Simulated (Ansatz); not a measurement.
Method: DFT PBE, scalar-relativistic, plane waves, PAW in Ansatz 0.2.0. All cells share a 420 eV cutoff and Γ-centred k meshes spaced at most about 0.3 Å⁻¹ (about 0.25 or finer for metals, 2π included). No spin polarisation in the final relaxations.

Temperature and zero-point effects are left out. All come from trial cells, and lower structures may exist.

Question: Order these relaxed structures of Si4Ru by energy, lowest first, with the energy over the lowest of them.
A.

```cif
data_structure
_symmetry_space_group_name_H-M 'Cmmm'
_symmetry_Int_Tables_number 65
_cell_length_a 7.4738
_cell_length_b 7.5490
_cell_length_c 2.7711
_cell_angle_alpha 90.000
_cell_angle_beta 90.000
_cell_angle_gamma 90.000
_cell_volume 156.34
loop_
_atom_site_label
_atom_site_type_symbol
_atom_site_symmetry_multiplicity
_atom_site_Wyckoff_symbol
_atom_site_fract_x
_atom_site_fract_y
_atom_site_fract_z
_atom_site_occupancy
Si1 Si 4 i 0.50000 0.81756 0.00000 1
Si2 Si 4 h 0.26468 0.00000 0.50000 1
Ru1 Ru 2 a 0.00000 0.00000 0.00000 1
```

B.

```cif
data_structure
_symmetry_space_group_name_H-M 'Im-3m'
_symmetry_Int_Tables_number 229
_cell_length_a 5.5084
_cell_length_b 5.5084
_cell_length_c 5.5084
_cell_angle_alpha 90.000
_cell_angle_beta 90.000
_cell_angle_gamma 90.000
_cell_volume 167.14
loop_
_atom_site_label
_atom_site_type_symbol
_atom_site_symmetry_multiplicity
_atom_site_Wyckoff_symbol
_atom_site_fract_x
_atom_site_fract_y
_atom_site_fract_z
_atom_site_occupancy
Si1 Si 8 c 0.25000 0.25000 0.75000 1
Ru1 Ru 2 a 0.00000 0.00000 0.00000 1
```

C.

```cif
data_structure
_symmetry_space_group_name_H-M 'P4/mmm'
_symmetry_Int_Tables_number 123
_cell_length_a 3.0141
_cell_length_b 3.0141
_cell_length_c 8.1654
_cell_angle_alpha 90.000
_cell_angle_beta 90.000
_cell_angle_gamma 90.000
_cell_volume 74.18
loop_
_atom_site_label
_atom_site_type_symbol
_atom_site_symmetry_multiplicity
_atom_site_Wyckoff_symbol
_atom_site_fract_x
_atom_site_fract_y
_atom_site_fract_z
_atom_site_occupancy
Si1 Si 2 h 0.50000 0.50000 0.84591 1
Si2 Si 2 g 0.00000 0.00000 0.32195 1
Ru1 Ru 1 d 0.50000 0.50000 0.50000 1
```

D.

```cif
data_structure
_symmetry_space_group_name_H-M 'P4/mmm'
_symmetry_Int_Tables_number 123
_cell_length_a 5.2931
_cell_length_b 5.2931
_cell_length_c 2.7884
_cell_angle_alpha 90.000
_cell_angle_beta 90.000
_cell_angle_gamma 90.000
_cell_volume 78.12
loop_
_atom_site_label
_atom_site_type_symbol
_atom_site_symmetry_multiplicity
_atom_site_Wyckoff_symbol
_atom_site_fract_x
_atom_site_fract_y
_atom_site_fract_z
_atom_site_occupancy
Si1 Si 4 k 0.22638 0.77362 0.50000 1
Ru1 Ru 1 c 0.50000 0.50000 0.00000 1
```

Answer: D (0 meV/atom), C (302 meV/atom), A (325 meV/atom), B (479 meV/atom). Forms: D P4/mmm; C P4/mmm; A Cmmm; B Im-3m. Counting Si atoms around Ru (those within 1.25 times the shortest such distance or 1.15 times the sum of covalent radii; a plus sign parts nearer from farther groups): D has Ru 8; C has Ru 8+2; A has Ru 6; B has Ru 8. D holds Si–Si units of three or more atoms (shortest 2.40 Å); C holds Si–Si nets (shortest 2.52 Å) (bonds between like non-metal atoms; other contacts aren't counted).

Cells relaxed within their symmetry can be saddle points. The P4/mmm cell of Si4Ru came from shaking the Cmmm one. Some structure types and database cells were kept out of the candidates from the start, so a known form may be missing.
